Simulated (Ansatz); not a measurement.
Si3N4:
Space group I-43d (No. 220); a = b = c = 6.455 Å, α = β = γ = 90.00°

```csv
atom,site,symmetry,x,y,z
N,16c,.3.,0.0307,0.0307,0.0307
Si,12b,-4..,0.1250,0.5000,0.2500
```
(The calculation used a cell of 14 atoms; values per cell refer to that cell.)

Relaxed with PBEsol.

**Question.** Which orbitals make up the states near the band edges in PBEsol in the plane-wave PAW code Ansatz?

**Answer.** Top 1 eV of the valence band: N 2p 93 %. Bottom 1 eV of the conduction band: Si 3p 53 %, N 2s 13 %, N 2p 8 %, Si 3s 7 %, outside the projected shells 20 %. Projections are on Löwdin-orthogonalised atomic valence shells; empty p or d shells of many metals are not among them.

**Question.** Tabulate the density of states.

**Answer.** States/eV per cell of 14 atoms, in 0.25 eV bins, energy from the valence-band maximum.

| E (eV) | total | N 2p | Si 3p | N 2s |
|---|---|---|---|---|
| -7.85 | 4.11 | 2.36 | 0.68 | 0.31 |
| -7.60 | 3.20 | 1.87 | 0.53 | 0.25 |
| -7.35 | 2.66 | 1.58 | 0.43 | 0.22 |
| -7.10 | 2.19 | 1.32 | 0.36 | 0.18 |
| -6.85 | 2.25 | 1.38 | 0.40 | 0.17 |
| -6.60 | 4.82 | 3.05 | 1.34 | 0.15 |
| -6.35 | 5.63 | 3.57 | 1.45 | 0.24 |
| -6.10 | 5.70 | 3.68 | 1.46 | 0.20 |
| -5.85 | 4.65 | 3.08 | 1.18 | 0.13 |
| -5.60 | 6.08 | 4.14 | 1.48 | 0.21 |
| -5.35 | 6.77 | 4.64 | 1.52 | 0.33 |
| -5.10 | 7.59 | 5.33 | 1.65 | 0.34 |
| -4.85 | 7.49 | 5.40 | 1.62 | 0.25 |
| -4.60 | 6.11 | 4.50 | 1.27 | 0.18 |
| -4.35 | 8.52 | 6.37 | 1.71 | 0.21 |
| -4.10 | 7.55 | 5.79 | 1.44 | 0.13 |
| -3.85 | 4.01 | 3.13 | 0.66 | 0.09 |
| -3.60 | 6.06 | 4.85 | 0.86 | 0.17 |
| -3.35 | 5.77 | 4.75 | 0.78 | 0.08 |
| -3.10 | 6.08 | 5.14 | 0.71 | 0.08 |
| -2.85 | 2.66 | 2.31 | 0.19 | 0.08 |
| -2.60 | 2.51 | 2.21 | 0.14 | 0.08 |
| -2.35 | 6.58 | 5.78 | 0.42 | 0.17 |
| -2.10 | 10.08 | 8.86 | 0.64 | 0.25 |
| -1.85 | 5.30 | 4.71 | 0.25 | 0.15 |
| -1.60 | 3.28 | 2.97 | 0.12 | 0.06 |
| -1.35 | 4.46 | 4.01 | 0.20 | 0.09 |
| -1.10 | 3.40 | 3.05 | 0.17 | 0.06 |
| -0.85 | 3.73 | 3.37 | 0.18 | 0.06 |
| -0.60 | 3.64 | 3.34 | 0.16 | 0.04 |
| -0.35 | 5.14 | 4.78 | 0.20 | 0.03 |
| -0.10 | 8.84 | 8.28 | 0.33 | 0.01 |
| 0.15 | 0.00 | 0.00 | 0.00 | 0.00 |
| 0.40 | 0.00 | 0.00 | 0.00 | 0.00 |
| 0.65 | 0.00 | 0.00 | 0.00 | 0.00 |
| 0.90 | 0.00 | 0.00 | 0.00 | 0.00 |
| 1.15 | 0.00 | 0.00 | 0.00 | 0.00 |
| 1.40 | 0.00 | 0.00 | 0.00 | 0.00 |
| 1.65 | 0.00 | 0.00 | 0.00 | 0.00 |
| 1.90 | 0.00 | 0.00 | 0.00 | 0.00 |
| 2.15 | 0.00 | 0.00 | 0.00 | 0.00 |
| 2.40 | 0.00 | 0.00 | 0.00 | 0.00 |
| 2.65 | 0.00 | 0.00 | 0.00 | 0.00 |
| 2.90 | 0.00 | 0.00 | 0.00 | 0.00 |
| 3.15 | 0.00 | 0.00 | 0.00 | 0.00 |
| 3.40 | 0.00 | 0.00 | 0.00 | 0.00 |
| 3.65 | 0.00 | 0.00 | 0.00 | 0.00 |
| 3.90 | 0.13 | 0.01 | 0.07 | 0.02 |
| 4.15 | 3.17 | 0.21 | 1.63 | 0.42 |
| 4.40 | 3.03 | 0.22 | 1.60 | 0.38 |
| 4.65 | 4.68 | 0.38 | 2.52 | 0.58 |
| 4.90 | 4.29 | 0.41 | 2.20 | 0.54 |
| 5.15 | 2.24 | 0.25 | 0.97 | 0.37 |
| 5.40 | 2.48 | 0.27 | 1.00 | 0.48 |
| 5.65 | 3.79 | 0.42 | 1.55 | 0.74 |
| 5.90 | 6.32 | 0.74 | 2.65 | 1.23 |
| 6.15 | 8.70 | 0.97 | 3.75 | 1.75 |
| 6.40 | 7.79 | 0.85 | 3.47 | 1.32 |
| 6.65 | 5.61 | 0.63 | 2.68 | 0.82 |
| 6.90 | 5.93 | 0.73 | 2.92 | 0.74 |
| 7.15 | 5.30 | 0.68 | 2.57 | 0.66 |
| 7.40 | 5.59 | 0.75 | 2.61 | 0.70 |
| 7.65 | 4.93 | 0.65 | 2.14 | 0.60 |
| 7.90 | 7.78 | 1.15 | 3.49 | 0.63 |
| 8.15 | 7.30 | 1.24 | 2.89 | 0.63 |
| 8.40 | 6.34 | 1.13 | 2.48 | 0.50 |
| 8.65 | 9.87 | 1.81 | 3.41 | 0.61 |

The workflow started from an entry of the Crystallography Open Database (COD), which files this formula under 4 space groups. It is not the phase usual at ambient conditions (space group No. 176). The cell was relaxed with PBEsol under the symmetry of its start; its stability against distortions is not shown here.

Potentials: the earlier of the program's two PAW sets. The files were generated under PBE; for other functionals the program regenerates the frozen cores, and for LDA and PBEsol the local potential too.
